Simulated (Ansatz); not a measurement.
**Relativity in MnHg**

```yaml
crystal:
  lattice:
    - [3.28800, 0.00000, 0.00000]
    - [0.00000, 3.28800, 0.00000]
    - [0.00000, 0.00000, 3.31300]
  atoms:
    - { symbol: Mn, position: [0.50000, 0.50000, 0.50000] }
    - { symbol: Hg, position: [0.00000, 0.00000, 0.00000] }
```

Atom numbers follow the list: Mn1, Hg2.

The cell is COD entry 1522568, as deposited and not checked against the literature; nothing was relaxed.

Other magnetic orders may lie lower; this is the state that the run reached.

One fixed cell is solved with PBE by all-electron LAPW in Ansatz 0.2.0 under different relativistic treatments. Pressure is positive in compression.

Numerical set-up: a Γ-centred 10×10×10 k mesh, Fermi–Dirac smearing of 0.05 eV, basis error target 0.5 meV/atom, spin-polarised from start moments Mn1 4 μB.

```json
{"setting": "scalar-relativistic", "P (GPa)": "1.64"}
{"setting": "non-relativistic", "P (GPa)": "?"}
{"setting": "with spin–orbit coupling", "P (GPa)": "?"}
{"setting": "scalar-relativistic, point nuclei", "P (GPa)": "1.65"}
{"setting": "scalar-relativistic, inner shells corrected to Dirac", "P (GPa)": "1.68"}
```

Fill in "P (GPa)" for the row "with spin–orbit coupling".

0.78.

Give the missing entry: row "non-relativistic", column "P (GPa)".

11.89.
